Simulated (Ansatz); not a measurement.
**Computed frozen-phonon scan: Mo (bcc, W type)**

Starting cell, Mo (bcc, W type):

```yaml
crystal:
  lattice:
    - [-3.16074, 3.16074, 3.16074]
    - [1.58037, -1.58037, 1.58037]
    - [1.58037, 1.58037, -1.58037]
  atoms:
    - { symbol: Mo, position: [0.00000, 0.00000, 0.00000] }
    - { symbol: Mo, position: [0.50000, 0.00000, 0.00000] }
```

The atoms are displaced by Q × the pattern below (from a DFPT mode at N = (0.5, 0.0, 0.0), largest move 1; Q in Å), at fixed cell. (q is in reciprocal vectors of the primitive cell; the cell shown is doubled to hold the pattern.)

```
atom       x      y      z
----  ------  -----  -----
Mo1    1.000  0.000  0.000
Mo2   -1.000  0.000  0.000
```

These are PBE (plane waves to 420 eV, PAW, scalar-relativistic; Ansatz, a first-principles code) values and carry that method's errors. k mesh 21×21×21 (Γ-centred), Fermi-Dirac smearing 0.05 eV. Energies are smeared free energies. Stress and pressure are positive under compression. With partly filled bands, energies and forces of such displacements shift with the k mesh and the smearing. Mo is run without spin polarisation. Mo was relaxed with its symmetry unable to fall. ΔE is measured from the undisplaced structure.

```json
[
 {"Q (Å)": "-0.180", "ΔE (meV/cell)": "279", "P (GPa)": "4.8", "−dE/dQ from forces (eV/Å)": "3.458"},
 {"Q (Å)": "-0.150", "ΔE (meV/cell)": "185", "P (GPa)": "3.4", "−dE/dQ from forces (eV/Å)": "2.772"},
 {"Q (Å)": "-0.120", "ΔE (meV/cell)": "113", "P (GPa)": "2.2", "−dE/dQ from forces (eV/Å)": "2.079"},
 {"Q (Å)": "-0.090", "ΔE (meV/cell)": "60", "P (GPa)": "1.3", "−dE/dQ from forces (eV/Å)": "1.447"},
 {"Q (Å)": "-0.060", "ΔE (meV/cell)": "25", "P (GPa)": "0.6", "−dE/dQ from forces (eV/Å)": "0.879"},
 {"Q (Å)": "-0.030", "ΔE (meV/cell)": "6", "P (GPa)": "0.2", "−dE/dQ from forces (eV/Å)": "0.404"},
 {"Q (Å)": "0.000", "ΔE (meV/cell)": "0", "P (GPa)": "0.0", "−dE/dQ from forces (eV/Å)": "0.000"},
 {"Q (Å)": "0.030", "ΔE (meV/cell)": "6", "P (GPa)": "0.2", "−dE/dQ from forces (eV/Å)": "-0.404"},
 {"Q (Å)": "0.060", "ΔE (meV/cell)": "25", "P (GPa)": "0.6", "−dE/dQ from forces (eV/Å)": "-0.879"},
 {"Q (Å)": "0.090", "ΔE (meV/cell)": "60", "P (GPa)": "1.3", "−dE/dQ from forces (eV/Å)": "-1.447"},
 {"Q (Å)": "0.120", "ΔE (meV/cell)": "113", "P (GPa)": "2.2", "−dE/dQ from forces (eV/Å)": "-2.079"},
 {"Q (Å)": "0.150", "ΔE (meV/cell)": "185", "P (GPa)": "3.4", "−dE/dQ from forces (eV/Å)": "-2.772"},
 {"Q (Å)": "0.180", "ΔE (meV/cell)": "279", "P (GPa)": "4.8", "−dE/dQ from forces (eV/Å)": "-3.458"}
]
```

Read from the data:

The energy at Q = 0.180 Å is 279 meV/cell. Space group of the distorted cell: Cmcm (No. 63), lowered from Im-3m. Symmetry of the curve: even: the same for both signs. Shape of the curve: a single well with its minimum at or next to zero displacement. Harmonic wavenumber from the curvature (finite differences): 136 cm⁻¹. Wavenumber by perturbation theory (DFPT, on another k mesh): 121 cm⁻¹.

(A displaced cell: forces are minus the slopes of the energy, force constants its curvatures, and phonons follow from these.)
